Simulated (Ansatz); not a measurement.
## Kick test of a cell of B2As3

The structure comes from a proposed guess, relaxed at this level; another structure or a mixture of phases may lie lower.

Method: Ansatz, DFT PBE, scalar-relativistic, plane waves, PAW. Cutoff 420 eV; k points 12×12×2 on the computed 10-atom cell (Γ-centred); Gaussian smearing, width 0.10 eV; no spin polarisation.

The cell below (10 atoms, space group P-3m1 (No. 164)) is relaxed within its symmetry.

```yaml
crystal:
  lattice:
    - [3.42681, 0.00000, 0.00000]
    - [-1.71341, 2.96771, 0.00000]
    - [0.00000, 0.00000, 15.32296]
  atoms:
    - { symbol: B, position: [0.66667, 0.33333, 0.80925] }
    - { symbol: B, position: [0.00000, 0.00000, 0.62883] }
    - { symbol: B, position: [0.33333, 0.66667, 0.19075] }
    - { symbol: B, position: [0.00000, 0.00000, 0.37117] }
    - { symbol: As, position: [0.66667, 0.33333, 0.95028] }
    - { symbol: As, position: [0.00000, 0.00000, 0.76623] }
    - { symbol: As, position: [0.33333, 0.66667, 0.58447] }
    - { symbol: As, position: [0.33333, 0.66667, 0.04972] }
    - { symbol: As, position: [0.00000, 0.00000, 0.23377] }
    - { symbol: As, position: [0.66667, 0.33333, 0.41553] }
```

For the test it was strained at random (σ = 1.5 % a component), the atoms were moved at random (σ = 0.15 Å), and all was relaxed again on a coarse 6×6×2 mesh (in the run’s order of axes) with 0.20 eV smearing, with no symmetry imposed.

No dispersion correction is applied, so the spacing and binding between layers, chains or molecules are poorly described.

Task: What happens?

Result: It doesn't return. The energy falls by 47 meV/atom on that mesh, the volume changes by -0.1 %, and the end has space group C2/m (No. 12) at a loose tolerance. Relaxed again on a 10×10×2 mesh with 0.10 eV smearing, the new structure lies 48 meV/atom below the first (mesh in the axes of the run's cell; the cell below is made exact in the group named). Space group P-1 (No. 2), triclinic, a = 3.460 Å, b = 3.465 Å, c = 14.968 Å, α = 89.6°, β = 89.7°, γ = 60.1°. B on its first site has 4 As at 2.12–2.16 Å; B on its second site is surrounded by 4 As at 2.10 Å; As on its first site has 1 B at 2.16 Å, 2 As at 2.45–2.46 Å and 1 As at 2.67 Å; As on its second site is surrounded by 4 B at 2.10–2.12 Å; 1 more site not described.

```
B As
1.0
     3.46042    0.00000    0.00000
     1.72944    3.00228    0.00000
     0.08345    0.07823   14.96725
B As
4 6
Direct
  0.17165 0.65934 0.81645
  0.84253 0.32647 0.62997
  0.82835 0.34066 0.18355
  0.15747 0.67353 0.37003
  0.31788 0.36531 0.94850
  0.83880 0.32681 0.77009
  0.51003 0.99381 0.58655
  0.68212 0.63469 0.05150
  0.16120 0.67319 0.22991
  0.48997 0.00619 0.41345
```
